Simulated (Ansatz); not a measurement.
SiC:
```
SiC
1.0
    5.35730     0.00000     0.00000
    0.00000     5.35730     0.00000
    0.00000     0.00000     5.35730
Si C
6 6
Direct
  0.25000   0.00000   0.50000
  0.75000   0.00000   0.50000
  0.50000   0.25000   0.00000
  0.50000   0.75000   0.00000
  0.00000   0.50000   0.25000
  0.00000   0.50000   0.75000
  0.00000   0.25000   0.50000
  0.00000   0.75000   0.50000
  0.25000   0.50000   0.00000
  0.75000   0.50000   0.00000
  0.50000   0.00000   0.75000
  0.50000   0.00000   0.25000
```

Relaxed with PBE. Special points in fractions of this cell's reciprocal vectors: Γ (0.000, 0.000, 0.000); X (0.000, 0.500, 0.000); M (0.500, 0.500, 0.000); R (0.500, 0.500, 0.500).

Q: List the band energies nearest the valence-band maximum at these points for PBE (plane waves, PAW; program Ansatz).

A: In eV from the valence-band maximum; about four levels below and three above (degenerate sets whole), none deeper than 8.9 eV; points with the same levels are listed once.

```
k                             below                          above
-  --------------------------------  -----------------------------
Γ  -1.98 -1.98 -1.98 0.00 0.00 0.00                 2.79 2.79 2.79
X           -1.03 -1.03 -0.30 -0.30            2.04 2.04 4.98 4.98
M           -1.39 -1.39 -0.80 -0.34                 3.64 3.64 4.33
R           -2.16 -2.16 -2.16 -2.16  4.90 4.90 4.90 4.90 4.90 4.90
```

Space group Pm-3n. The start of the workflow was typed in or built on a structure type; neither database checked (COD, Materials Project) lists it. It is not the phase usual at ambient conditions (space group No. 186, 216). The PBE relaxation kept the symmetry of its start; whether a distortion lowers the energy is not shown.

Potentials: the later of the program's two PAW sets.
